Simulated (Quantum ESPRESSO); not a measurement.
# MoSnAg2Ti2InTa: input and log of a self-consistent run

Simulated, not a measurement. The program is pw.x of Quantum ESPRESSO 7.5 (plane-wave density functional theory). The cell is made up: eight metal atoms on a face-centred cubic lattice, with elements, volume, strain and displacements drawn at random and not relaxed, so it may be unstable or far from any real phase. PseudoDojo standard norm-conserving files set the functional (PBE unless stated); there is no spin polarisation or spin-orbit coupling, the Fermi-Dirac width of 0.25 eV means electrons at about 2900 K, and the masses in the input are unused placeholders. The tin pseudopotential is less sure than most, with forces differing by about three percent from a second method on plain tin. Heavy elements are run without spin-orbit coupling, which real alloys of them have. A spin test at this wide smearing found no moment, but such smearing suppresses magnetism that the real alloy may have.

Input:

```
&control calculation='scf', pseudo_dir='./dojo.nc.sr.pbe.v0_5.standard.upf', outdir='./o', disk_io='minimal', tprnfor=.true., tstress=.true. /
&system ibrav=0, nat=8, ntyp=6, nbnd=72, ecutwfc=84.00895049, nosym=.true., tot_charge=0,
 occupations='smearing', smearing='fd', degauss=0.0183746611
/
&electrons conv_thr=1.470e-08, electron_maxstep=70, mixing_beta=0.5 /
ATOMIC_SPECIES
Ag 1.0 Ag.upf
In 1.0 In.upf
Mo 1.0 Mo.upf
Sn 1.0 Sn.upf
Ta 1.0 Ta.upf
Ti 1.0 Ti.upf
CELL_PARAMETERS angstrom
0.0194 -2.2067 -2.184
-6.5449 -2.1531 0.0045
-2.1746 4.2985 -6.4178
ATOMIC_POSITIONS angstrom
Mo 0.0296 0.0117 -0.1296
Sn -2.1971 1.9946 -4.3342
Ag -2.2749 0.1203 -2.1629
Ti -4.3114 2.073 -6.5145
In -4.355 -0.0491 -4.2632
Ta -4.5159 -2.1298 -2.1833
Ag -6.5117 -0.163 -6.2037
Ti -6.4836 -2.1842 -4.3652
K_POINTS automatic
8 4 3 1 1 1
```

The log is shortened where brackets say so; the opening notice, blank lines, dates and the lines on written files are dropped, and the path of the files is cut. It prints rydbergs, bohrs and kilobars, and counts compression as positive stress. Its total energy is the free energy E - TS of the whole cell.

```
     Program PWSCF v.7.5
     Parallel version (MPI & OpenMP), running on       4 processor cores
     Number of MPI processes:                 4
     Threads/MPI process:                     1
     [start-up lines left out]
     bravais-lattice index     =            0
     lattice parameter (alat)  =       5.8672  a.u.
     unit-cell volume          =    1111.0998 (a.u.)^3
     number of atoms/cell      =            8
     number of atomic types    =            6
     number of electrons       =       116.00
     number of Kohn-Sham states=           72
     kinetic-energy cutoff     =      84.0090  Ry
     charge density cutoff     =     336.0358  Ry
     scf convergence threshold =      1.5E-08
     mixing beta               =       0.5000
     number of iterations used =            8  plain     mixing
     Exchange-correlation= PBE
                           (   1   4   3   4   0   0   0)
     [axes and pseudopotential details left out]
   Cartesian axes
     site n.     atom                  positions (alat units)
         1        Mo     tau(   1) = (   0.0095336   0.0037684  -0.0417419  )
         2        Sn     tau(   2) = (  -0.7076472   0.6424255  -1.3959694  )
         3        Ag     tau(   3) = (  -0.7327052   0.0387465  -0.6966320  )
         4        Ti     tau(   4) = (  -1.3886259   0.6676767  -2.0982056  )
         5        In     tau(   5) = (  -1.4026687  -0.0158142  -1.3731016  )
         6        Ta     tau(   6) = (  -1.4544918  -0.6859710  -0.7032024  )
         7        Ag     tau(   7) = (  -2.0973038  -0.0524994  -1.9981024  )
         8        Ti     tau(   8) = (  -2.0882532  -0.7034923  -1.4059540  )
     number of k points=    48  Fermi-Dirac smearing, width (Ry)=  0.0184
                       cart. coord. in units 2pi/alat
        k(    1) = (  -0.0540582  -0.0160805  -0.0730832), wk =   0.0416667
        k(    2) = (   0.0051823  -0.1957765   0.1090067), wk =   0.0416667
     [further k points left out]
     Dense  grid:   115509 G-vectors     FFT dimensions: (  36,  75,  90)
     Estimated max dynamical RAM per process >     409.31 MB
     Estimated total dynamical RAM >       1.52 GB
     Initial potential from superposition of free atoms
     starting charge     115.9881, renormalised to     116.0000
     Starting wfcs are   78 randomized atomic wfcs
     total cpu time spent up to now is        7.2 secs
     per-process dynamical memory:   309.5 Mb
     Self-consistent Calculation
     iteration #  1     ecut=    84.01 Ry     beta= 0.50
     Davidson diagonalization with overlap
     ethr =  1.00E-02,  avg # of iterations =  2.5
     total cpu time spent up to now is       22.6 secs
     total energy              =   -1416.94435632 Ry
     estimated scf accuracy    <       2.86966809 Ry
     iteration #  2     ecut=    84.01 Ry     beta= 0.50
     Davidson diagonalization with overlap
     ethr =  2.47E-03,  avg # of iterations =  4.4
     total cpu time spent up to now is       41.7 secs
     total energy              =   -1416.85092159 Ry
     estimated scf accuracy    <      27.88606734 Ry
     iteration #  3     ecut=    84.01 Ry     beta= 0.50
     Davidson diagonalization with overlap
     ethr =  2.47E-03,  avg # of iterations =  4.9
     total cpu time spent up to now is       58.0 secs
     total energy              =   -1418.33413860 Ry
     estimated scf accuracy    <       3.77443887 Ry
     iteration #  4     ecut=    84.01 Ry     beta= 0.50
     Davidson diagonalization with overlap
     ethr =  2.47E-03,  avg # of iterations =  4.0
     total cpu time spent up to now is       72.7 secs
     total energy              =   -1418.58061862 Ry
     estimated scf accuracy    <       0.56236673 Ry
     iteration #  5     ecut=    84.01 Ry     beta= 0.50
     Davidson diagonalization with overlap
     ethr =  4.85E-04,  avg # of iterations =  7.3
     total cpu time spent up to now is       90.9 secs
     total energy              =   -1418.59262385 Ry
     estimated scf accuracy    <       0.69713416 Ry
     [iterations 6 to 13 left out]
     iteration # 14     ecut=    84.01 Ry     beta= 0.50
     Davidson diagonalization with overlap
     ethr =  4.28E-09,  avg # of iterations =  3.0
     total cpu time spent up to now is      217.1 secs
     total energy              =   -1418.65393552 Ry
     estimated scf accuracy    <       0.00000081 Ry
     iteration # 15     ecut=    84.01 Ry     beta= 0.50
     Davidson diagonalization with overlap
     ethr =  6.99E-10,  avg # of iterations =  4.0
     total cpu time spent up to now is      231.5 secs
     total energy              =   -1418.65393560 Ry
     estimated scf accuracy    <       0.00000015 Ry
     iteration # 16     ecut=    84.01 Ry     beta= 0.50
     Davidson diagonalization with overlap
     ethr =  1.31E-10,  avg # of iterations =  3.8
     total cpu time spent up to now is      246.4 secs
     total energy              =   -1418.65393560 Ry
     estimated scf accuracy    <       0.00000027 Ry
     iteration # 17     ecut=    84.01 Ry     beta= 0.50
     Davidson diagonalization with overlap
     ethr =  1.31E-10,  avg # of iterations =  1.5
     total cpu time spent up to now is      259.2 secs
     total energy              =   -1418.65393562 Ry
     estimated scf accuracy    <       0.00000006 Ry
     iteration # 18     ecut=    84.01 Ry     beta= 0.50
     Davidson diagonalization with overlap
     ethr =  5.50E-11,  avg # of iterations =  1.1
     total cpu time spent up to now is      271.5 secs
     End of self-consistent calculation
     [lines on levels left out]
!    total energy              =   -1418.65393561 Ry
     estimated scf accuracy    <          8.1E-09 Ry
     smearing contrib. (-TS)   =      -0.12899719 Ry
     internal energy E=F+TS    =   -1418.52493842 Ry
     The total energy is F=E-TS. E is the sum of the following terms:
     one-electron contribution =    -535.73641000 Ry
     hartree contribution      =     324.75668420 Ry
     xc contribution           =    -261.42966101 Ry
     ewald contribution        =    -946.11555162 Ry
     convergence has been achieved in  18 iterations
     Forces acting on atoms (cartesian axes, Ry/au):
     atom    1 type  3   force =     0.01158417    0.01379213   -0.01319281
     atom    2 type  4   force =     0.01573573    0.03877975   -0.02777192
     atom    3 type  1   force =     0.02317016   -0.03331066    0.02623457
     atom    4 type  6   force =    -0.00428772    0.02315883   -0.01969260
     atom    5 type  2   force =    -0.02480777   -0.00232405    0.00168651
     atom    6 type  5   force =    -0.01380735   -0.03395495    0.03417531
     atom    7 type  1   force =    -0.00213136    0.03956085   -0.04732790
     atom    8 type  6   force =    -0.00545587   -0.04570189    0.04588885
     Total force =     0.132164     Total SCF correction =     0.000414
     Computing stress (Cartesian axis) and pressure
          total   stress  (Ry/bohr**3)                   (kbar)     P=      -76.19
  -0.00058567   0.00003699   0.00001367          -86.16        5.44        2.01
   0.00003699  -0.00046691  -0.00001157            5.44      -68.68       -1.70
   0.00001367  -0.00001157  -0.00050111            2.01       -1.70      -73.72
     init_run     :      6.65s CPU      6.92s WALL (       1 calls)
     electrons    :    258.37s CPU    264.29s WALL (       1 calls)
     forces       :      2.17s CPU      2.19s WALL (       1 calls)
     stress       :      7.93s CPU      7.93s WALL (       1 calls)
     [timing details left out]
     PWSCF        :   4m35.43s CPU   4m41.74s WALL
     JOB DONE.
```

In other units: free energy -19301.770 eV for the cell, pressure -7.62 GPa, largest force component 1.217 eV/Å in size. The run took 283 s of wall time with four MPI processes on a shared machine (Intel Xeon, older, virtual cores), so the time is rough. A rerun of this cell at a higher cutoff and on a denser mesh moved values by no more than 0.006 eV in energy, 0.10 GPa in stress and 0.013 eV/Å in force, and a second program with other atomic files agreed on that cell to 2 % rms in force and 0.5 GPa in pressure.